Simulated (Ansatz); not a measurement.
B:
```cif
data_B12
_chemical_formula_sum 'B12'
_space_group_name_H-M_alt 'P 1'
_space_group_IT_number 1
_cell_length_a 5.02850
_cell_length_b 5.02850
_cell_length_c 5.02850
_cell_angle_alpha 58.008
_cell_angle_beta 58.008
_cell_angle_gamma 58.008
loop_
_space_group_symop_operation_xyz
  'x, y, z'
loop_
_atom_site_label
_atom_site_type_symbol
_atom_site_fract_x
_atom_site_fract_y
_atom_site_fract_z
_atom_site_occupancy
B1 B 0.01062 0.65383 0.01062 1
B2 B 0.98938 0.34617 0.98938 1
B3 B 0.01062 0.01062 0.65383 1
B4 B 0.98938 0.98938 0.34617 1
B5 B 0.65383 0.01062 0.01062 1
B6 B 0.34617 0.98938 0.98938 1
B7 B 0.22159 0.62980 0.22159 1
B8 B 0.77841 0.37020 0.77841 1
B9 B 0.22159 0.22159 0.62980 1
B10 B 0.77841 0.77841 0.37020 1
B11 B 0.62980 0.22159 0.22159 1
B12 B 0.37020 0.77841 0.77841 1
```

Relaxed with PBEsol.

Task: Decompose the optical modes at the zone centre into irreducible representations, and say which are infrared and Raman allowed.

Result: Point group -3m: Γ_opt = 4A1g + 2A1u + 2A2g + 3A2u + 6Eg + 5Eu. Infrared: A2u, Eu. Raman: A1g, Eg.

Task: Assign frequencies (DFPT, the program Ansatz at the PBEsol level (PAW)).

Result: A1u 490, A2g 490, Eg 512, Eu 565, Eg 599, Eu 603, A1g 702, Eu 707, Eg 723, A2g 725, Eg 781, A1u 798, Eu 804, A2u 806, A1g 808, Eu 813, A2u 826, Eg 882, A2u 939, A1g 940, Eg 1127, A1g 1180 cm⁻¹.

Space group R-3m (α-B12). The PBEsol relaxation kept the symmetry of its start; phonons on a q-mesh show no instability.

Potentials: the later of the program's two PAW sets.
